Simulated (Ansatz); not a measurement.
Starting cell, CuI (zinc blende):

```
CELL_PARAMETERS angstrom
      0.00000     3.03967     3.03967
      3.03967     0.00000     3.03967
      3.03967     3.03967     0.00000
ATOMIC_POSITIONS crystal
  I  0.75000 0.75000 0.75000
  Cu 0.00000 0.00000 0.00000
```

In this cell atom 1 (I, nearest neighbour Cu at 2.632 Å; its periodic images, 4.3 Å or more away, move with it) is moved by u·(1.000, 0.000, 0.000) + v·(0.000, 1.000, 0.000); the rest is frozen.

All values below come from PBE (plane waves to 420 eV, PAW, scalar-relativistic; Ansatz, a program for electronic structure). k mesh 8×8×8 (Γ-centred), Fermi-Dirac smearing 0.05 eV. Points where atoms come too close for the PAW data are left out (x in tables, blank in figures). Fu and Fv are the components of the force on the atom. CuI is run without spin polarisation. CuI was relaxed with its symmetry unable to fall. Spin-orbit coupling is left out, though I is heavy. 

```
Fv (eV/Å)   u = -0.660  u = -0.440  u = -0.220  u = 0.000   u = 0.220   u = 0.440  u = 0.660
----------  ----------  ----------  ----------  ---------  ----------  ----------  ---------
v = -0.660           x  (withheld)  (withheld)       1.59  (withheld)  (withheld)          x
v = -0.440        3.76        2.29        1.37       1.07        1.37        2.29       3.76
v = -0.220        1.89        1.16        0.68       0.52        0.68        1.16       1.89
v = 0.000         0.00        0.00        0.00       0.00        0.00        0.00       0.00
v = 0.220        -1.89       -1.16       -0.68      -0.52       -0.68       -1.16      -1.89
v = 0.440        -3.76       -2.29       -1.37      -1.07       -1.37       -2.29      -3.76
v = 0.660            x  (withheld)  (withheld)      -1.59  (withheld)  (withheld)          x
```

Question: Some entries are withheld; supply them.

Answer: 
- v = -0.660, u = -0.440: 3.27
- v = -0.660, u = -0.220: 2.01
- v = -0.660, u = 0.220: 2.01
- v = -0.660, u = 0.440: 3.27
- v = 0.660, u = -0.440: -3.27
- v = 0.660, u = -0.220: -2.01
- v = 0.660, u = 0.220: -2.01
- v = 0.660, u = 0.440: -3.27

(A displaced cell: forces are minus the slopes of the energy, force constants its curvatures, and phonons follow from these.)
